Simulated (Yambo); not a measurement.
G0W0@PBEsol for YOF (space group R-3m, No. 166) in Yambo. Reference settings: 4×4×4 Γ-centred k mesh, 123 bands and a 7 Ry block in the screening, 123 bands in G with the Bruneval-Gonze terminator, plasmon pole fitted at 27.2 eV. The PBEsol gap (0, 0.25, -0.25) → (0.25, -0.5, -0.25) on this mesh is 5.34 eV; G0W0 gaps are taken between the same points.

The settings were changed. The gap went from 7.55 eV to 7.52 eV, and the shift of the valence edge from -0.91 eV to -0.85 eV.

**Question.** What was changed between the two runs?
A. wavefunctions cut at 25 Ry
B. no terminator
C. 53 bands in G
D. 53 bands in G, no terminator

**Answer.** A, wavefunctions cut at 25 Ry. The others gave (gap, valence shift): no terminator: 7.54, -0.71 eV; 53 bands in G: 7.61, -0.87 eV; 53 bands in G, no terminator: 7.66, -0.25 eV.

Geometry of the Materials Project entry, not relaxed at this level; primitive cell a = b = c = 6.6671 Å, α = β = γ = 33.08°.

A shift is the quasiparticle energy of the state minus its PBEsol energy.
